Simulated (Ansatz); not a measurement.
Cs₂PbI₂Cl₂ in space group I4/mmm (No. 139; Cs on 4e, Pb on 2a, I on 4e, Cl on 4c), plane-wave PAW PBE (Ansatz code). The conduction-band minimum lies at X, with 2 equivalent valleys. Second derivatives d²E/dk² of the lowest band at one valley (eV·Å²), along Cartesian directions:

| direction | d²E/dk² |
|---|---|
| [100] | 31.78 |
| [010] | 31.78 |
| [001] | 4.642 |
| [110] | 36.51 |
| [101] | 18.38 |
| [011] | 18.38 |

Task: Find the principal effective masses, the density-of-states mass and the conductivity mass.

Result: Off-diagonal terms follow from H_xy = H[110] − (H_xx + H_yy)/2, and m*/mₑ = 7.620 eV·Å² over each eigenvalue: 0.21, 0.28, 1.6. One valley's DOS mass (m₁m₂m₃)^(1/3) = 0.46, conductivity mass 3/(Σ 1/mᵢ) = 0.34 mₑ.

Task: What effective density of states Nc follows at 300 K for parabolic valleys?

Result: Nc = 2.509e19 × 2 × (0.46)^(3/2) ≈ 1.6e19 cm⁻³.

The first step of the workflow began from a Materials Project structure, measured or hypothetical; the Crystallography Open Database copy checked does not list it. Its standing as an ambient phase is unchecked. The cell was relaxed with PBE under the symmetry of its start; whether a distortion lowers the energy is not shown. Scalar-relativistic: spin–orbit coupling is off unless named, which matters more the heavier the elements.

Potentials: the later of the program's two PAW sets.

Edges and masses are those of Kohn–Sham bands, whose gap is no quasiparticle gap.
